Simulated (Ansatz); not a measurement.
Relaxed-ion elastic tensor of Li (fcc (Cu type), Fm-3m) in GPa (Voigt order), the program Ansatz at the LDA level (PAW); density 0.61 g/cm³, 18.97 Å³ per atom.

```json
[
 {"": "1", "1": "17.7", "2": "13.6", "3": "13.6", "4": "0.0", "5": "0.0", "6": "0.0"},
 {"": "2", "1": "13.6", "2": "17.7", "3": "13.6", "4": "0.0", "5": "0.0", "6": "0.0"},
 {"": "3", "1": "13.6", "2": "13.6", "3": "17.7", "4": "0.0", "5": "0.0", "6": "0.0"},
 {"": "4", "1": "0.0", "2": "0.0", "3": "0.0", "4": "10.9", "5": "0.0", "6": "0.0"},
 {"": "5", "1": "0.0", "2": "0.0", "3": "0.0", "4": "0.0", "5": "10.9", "6": "0.0"},
 {"": "6", "1": "0.0", "2": "0.0", "3": "0.0", "4": "0.0", "5": "0.0", "6": "10.9"}
]
```

### Question
Is the crystal mechanically stable?

### Answer
Yes: the smallest eigenvalue of C is 4.1 GPa.

### Question
Work out the Voigt, Reuss and Hill averages.

### Answer
K_V = 14.9, K_R = 14.9, K_H = 14.9; G_V = 7.4, G_R = 4.0, G_H = 5.7 GPa.

### Question
Give Young's modulus, Poisson's ratio, Pugh's ratio and the universal anisotropy index.

### Answer
E = 9KG/(3K + G) = 15.1 GPa; ν = 0.33; K/G = 2.63 (ductile by the Pugh limit of 1.75); A_U = 5G_V/G_R + K_V/K_R − 6 = 4.22.

### Question
Estimate the sound speeds and the Debye temperature.

### Answer
v_l = √((K + 4G/3)/ρ) = 6090 m/s, v_t = √(G/ρ) = 3060 m/s, mean 3430 m/s; Θ = (h/k)(3n/4πV)^(1/3) v_m = 383 K.

### Question
Give the Zener ratio and Young's modulus along [100], [110] and [111].

### Answer
A = 2C44/(C11 − C12) = 5.33; 1/E = S11 − 2(S11 − S12 − S44/2)Γ with Γ = 0, 1/4, 1/3 gives 5.9, 14.1, 26.3 GPa.

The workflow started from a Materials Project entry (that database holds measured and hypothetical structures alike); the Crystallography Open Database files this formula in space group No. 225, but the cells were not matched. It is not the phase usual at ambient conditions (space group No. 229). Symmetry was held in the LDA relaxation; whether a distortion lowers the energy is not shown. As this level gives no gap, shear constants depend on the k-mesh and smearing (Fermi–Dirac, 0.1 eV here).

Potentials: the earlier of the program's two PAW sets. The files were generated under PBE; for other functionals the program regenerates the frozen cores, and for LDA and PBEsol the local potential too.
